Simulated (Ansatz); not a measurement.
An Ansatz (a first-principles code) run. Input:

Ansatz 0.2 input:
```yaml
crystal:
  lattice:
    - [4.5233103499, 0.0, 0.0]
    - [-2.2616551749, 3.9173016722, 0.0]
    - [0.0, 0.0, 10.2636866969]
  atoms:
    - { symbol: Cd, position: [0.5003963455, 0.0, 0.6666666667] }
    - { symbol: Cd, position: [0.0, 0.5003963455, 0.3333333333] }
    - { symbol: Cd, position: [0.4996036545, 0.4996036545, 0.0] }
    - { symbol: Te, position: [0.5002564885, 0.0, 0.1666666667] }
    - { symbol: Te, position: [0.0, 0.5002564885, 0.8333333333] }
    - { symbol: Te, position: [0.4997435115, 0.4997435115, 0.5] }
kpoints:
  mp_grid: { grid: [6, 6, 3] }
  band_path:
    path:
      - [[0.0, 0.0, 0.0], [0.5, 0.0, 0.0], [0.3333333333, 0.3333333333, 0.0], [0.0, 0.0, 0.0], [0.0, 0.0, 0.5], [0.5, 0.0, 0.5], [0.3333333333, 0.3333333333, 0.5], [0.0, 0.0, 0.5]]  # Γ-M-K-Γ-A-L-H-A
      - [[0.5, 0.0, 0.5], [0.5, 0.0, 0.0]]  # L-M
      - [[0.3333333333, 0.3333333333, 0.5], [0.3333333333, 0.3333333333, 0.0]]  # H-K
    npoints: 8
basis: { xc_grid: 2 }
hamiltonian:
  xc: pbesol
  pseudopotentials: { azcp: { folder: ./paw }, kind: paw_fr }
magnetization: { noncollinear: true, spin_orbit: true }
scf:
  n_extra_bands: 12
  convergence: { dr2_threshold: 0.0000000001 }
  occupations: { method: gaussian, width: 0.05 }
output: { eigenvalues: true }
```

Output (shortened):

```
Pseudopotential: Cd, paw, valence charge 20
Pseudopotential: Te, paw, valence charge 16
Functional definition: PBEsol
non-collinear run that drives no moment, with spin-orbit …
Crystal: 6 atoms, lattice volume = 181.864 Å³
Basis set: ecut = 420 eV, 3581 PW (Γ), exchange–correlation on 64×64×144 points (8 copies of the dense FFT grid, shifted against one another)
Bands: 120, of which v1, the nominal top of the filled ones, is band 108 counted from 1 (107 counted from 0)
Symmetry: 6 space group operations + 6 with time reversal
k-points: 17 of 108 (time reversal used)
Projection manifold: j_resolved (fully-relativistic pseudo-atomic orbitals)
SCF iter   1: F=—  HF=-45274.995324 eV  |F-HF|=—  |Δ(HF+E_count)|=         —  Δρ=2.04e-2  dr2=5.43e-1  dr2_m=0.00e0 (ungated)  ethr=3.10e-3  |M|=0.00e0 ∫|m|=0.00e0 μB  |m|>n=0.0e0 m-floor=0.0e0 τ_xc=0.0e0  β_m=0.30  ⟨swp⟩=9.4  Hψ=10794  notcnv=0  defer=5
preconditioner: auto → Kerker (q_TF=auto, 2.501 Å⁻¹)
spin=Noncollinear: Kerker preconditioning applied to the charge; magnetization (m_x, m_y, m_z) channels mix plain (no charge-response kernel on spin).
SCF iter   2: F=—  HF=-45274.911272 eV  |F-HF|=—  |Δ(HF+E_count)|=   8.41e-2  Δρ=1.46e-2  dr2=2.82e-1  dr2_m=0.00e0 (ungated)  ethr=5.02e-4  |M|=0.00e0 ∫|m|=0.00e0 μB  |m|>n=0.0e0 m-floor=0.0e0 τ_xc=0.0e0  β_m=0.60  ⟨swp⟩=2.0  Hψ=2540  notcnv=0  defer=110
preconditioner: auto → Resta (q_TF=auto, 2.501 Å⁻¹)
spin=Noncollinear: Resta preconditioning applied to the charge; magnetization (m_x, m_y, m_z) channels mix plain (no charge-response kernel on spin).
SCF iter   3: F=—  HF=-45274.875549 eV  |F-HF|=—  |Δ(HF+E_count)|=   3.57e-2  Δρ=3.53e-3  dr2=2.21e-2  dr2_m=0.00e0 (ungated)  ethr=2.61e-4  |M|=0.00e0 ∫|m|=0.00e0 μB  |m|>n=0.0e0 m-floor=0.0e0 τ_xc=0.0e0  β_m=0.74  ⟨swp⟩=2.9  Hψ=3519  notcnv=0  defer=110
SCF iter   4: F=—  HF=-45274.873650 eV  |F-HF|=—  |Δ(HF+E_count)|=   1.90e-3  Δρ=7.16e-4  dr2=9.96e-4  dr2_m=0.00e0 (ungated)  ethr=2.04e-5  |M|=0.00e0 ∫|m|=0.00e0 μB  |m|>n=0.0e0 m-floor=0.0e0 τ_xc=0.0e0  β_m=0.80  ⟨swp⟩=2.0  Hψ=2751  notcnv=0  defer=110
SCF iter   5: F=—  HF=-45274.873949 eV  |F-HF|=—  |Δ(HF+E_count)|=   2.99e-4  Δρ=2.37e-4  dr2=1.00e-4  dr2_m=0.00e0 (ungated)  ethr=9.23e-7  |M|=0.00e0 ∫|m|=0.00e0 μB  |m|>n=0.0e0 m-floor=0.0e0 τ_xc=0.0e0  β_m=0.90  ⟨swp⟩=2.0  Hψ=3345  notcnv=0  defer=110
SCF iter   6: F=—  HF=-45274.874020 eV  |F-HF|=—  |Δ(HF+E_count)|=   7.09e-5  Δρ=7.99e-5  dr2=8.51e-6  dr2_m=0.00e0 (ungated)  ethr=9.26e-8  |M|=0.00e0 ∫|m|=0.00e0 μB  |m|>n=0.0e0 m-floor=0.0e0 τ_xc=0.0e0  β_m=0.87  ⟨swp⟩=2.0  Hψ=2850  notcnv=0  defer=110
SCF iter   7: F=—  HF=-45274.874180 eV  |F-HF|=—  |Δ(HF+E_count)|=   1.61e-4  Δρ=1.65e-5  dr2=5.86e-7  dr2_m=0.00e0 (ungated)  ethr=7.88e-9  |M|=0.00e0 ∫|m|=0.00e0 μB  |m|>n=0.0e0 m-floor=0.0e0 τ_xc=0.0e0  β_m=0.94  ⟨swp⟩=2.0  Hψ=3666  notcnv=0  defer=110
SCF iter   8: F=—  HF=-45274.874181 eV  |F-HF|=—  |Δ(HF+E_count)|=   6.49e-7  Δρ=4.18e-6  dr2=4.13e-8  dr2_m=0.00e0 (ungated)  ethr=5.42e-10  |M|=0.00e0 ∫|m|=0.00e0 μB  |m|>n=0.0e0 m-floor=0.0e0 τ_xc=0.0e0  β_m=0.97  ⟨swp⟩=2.0  Hψ=2850  notcnv=0  defer=110
SCF iter  10: F=-45274.874181 eV  HF=-45274.874181 eV  |F-HF|=1.46e-11  |Δ(HF+E_count)|=   1.43e-9  Δρ=1.56e-7  dr2=7.09e-11  dr2_m=0.00e0 (ungated)  ethr=1.00e-12  |M|=0.00e0 ∫|m|=0.00e0 μB  |m|>n=0.0e0 m-floor=0.0e0 τ_xc=0.0e0  ⟨swp⟩=9.5  Hψ=8596  notcnv=0
SCF 1 converged in 10 iterations: F = -45274.874181 eV  dr2 = 7.09e-11
NSCF: frozen V_eff on 75 k-points
SCF converged after 10 iterations
Magnetization: |M| = 0.0000 μB,  M = (+0.0000, +0.0000, +0.0000) μB
Absolute magnetization: 0.0000 μB (∫|m|)
  site 0: m = (+0.0000, +0.0000, +0.0000) μB, |m| = 0.0000 μB  (R = 1.17 Å)
  site 1: m = (+0.0000, +0.0000, +0.0000) μB, |m| = 0.0000 μB  (R = 1.17 Å)
  site 2: m = (+0.0000, +0.0000, +0.0000) μB, |m| = 0.0000 μB  (R = 1.17 Å)
  site 3: m = (+0.0000, +0.0000, +0.0000) μB, |m| = 0.0000 μB  (R = 1.17 Å)
  site 4: m = (+0.0000, +0.0000, +0.0000) μB, |m| = 0.0000 μB  (R = 1.17 Å)
  site 5: m = (+0.0000, +0.0000, +0.0000) μB, |m| = 0.0000 μB  (R = 1.17 Å)
Free energy (F): -45274.874181 eV
Harris-Foulkes:  -45274.874181 eV  (|F-HF|=1.46e-11)
Internal energy: -45274.873428 eV  (E = F + TS)
E sigma→0 (E₀):  -45274.873805 eV
Entropy (-TS):   -0.000753 eV (-0.125 meV/atom)
Fermi energy:    9.191947 eV
--- Per-component energies (eV) ---
  E_band       = -2221.985462
  E_kinetic    = 1837.296239
  E_local      = -15963.756062  (includes V_loc(G=0)·N_el)
  E_nonlocal   = 577.971772
  E_hartree    = 7541.673162
  E_xc         = -829.403965
  E_vxc        = -890.786223  (∫ρ·V_xc dr)
  E_paw        = -25888.723063  (= ΣΔE_a)
  E_vpaw       = -2866.058665  (= ΣTr[D̂ρ^β])
  E_aug_tail   = 0.001172  (compensation charges beyond the density's cutoff)
  E_ewald      = -12552.100817
  E_core_change = 2.168133  (= ΣΔE_core)
  E_smearing   = -0.000753  (= −TS)
  E_closure    = 0.000000  (closes the sum)
  Σ components = -45274.874181   (vs F -45274.874181, Δ=0.00e0)
  [band-id]    e_kinetic+e_local+e_nonlocal+2·e_hartree+e_vxc+e_vpaw+e_augmentation_tail = -2221.985442   (vs E_band -2221.985462, Δ=1.97e-5)
--- Band table (eV; the first three rows and the last of 17) ---
  k-point 0: bands = ["-93.1888", "-93.1888", "-93.1888", "-93.1888", "-93.1888", "-93.1888", "-58.3466", "-58.3466", "-58.3466", "-58.3466", "-58.3465", "-58.3465", "-52.5003", "-52.5003", "-52.5003", "-52.5003", "-52.5002", "-52.5002", "-52.4953", …
  k-point 1: bands = ["-93.1888", "-93.1888", "-93.1888", "-93.1888", "-93.1888", "-93.1888", "-58.3466", "-58.3466", "-58.3466", "-58.3466", "-58.3466", "-58.3466", "-52.5002", "-52.5002", "-52.5002", "-52.5002", "-52.5002", "-52.5002", "-52.4954", …
  k-point 2: bands = ["-93.1888", "-93.1888", "-93.1888", "-93.1888", "-93.1888", "-93.1888", "-58.3466", "-58.3466", "-58.3466", "-58.3466", "-58.3466", "-58.3466", "-52.5003", "-52.5003", "-52.5003", "-52.5003", "-52.5002", "-52.5002", "-52.4954", …
  k-point 16: bands = ["-93.1888", "-93.1888", "-93.1888", "-93.1888", "-93.1888", "-93.1888", "-58.3466", "-58.3466", "-58.3466", "-58.3466", "-58.3466", "-58.3466", "-52.5003", "-52.5003", "-52.5003", "-52.5003", "-52.5003", "-52.5002", "-52.4953", …
```

Cost: very roughly 5 core-minutes on shared cores.

Space group P6_222. The start of the workflow was typed in or built on a structure type; neither database checked (COD, Materials Project) lists it. It is not the phase usual at ambient conditions (space group No. 216). The PBEsol relaxation kept the symmetry of its start; its stability against distortions is not shown here. Point labels and valley counts follow the cell and symmetry of the run, lower than the named group.

Potentials: the earlier of the program's two PAW sets. The files were generated under PBE; for other functionals the program regenerates the frozen cores, and for LDA and PBEsol the local potential too.

Ansatz is a plane-wave DFT program.
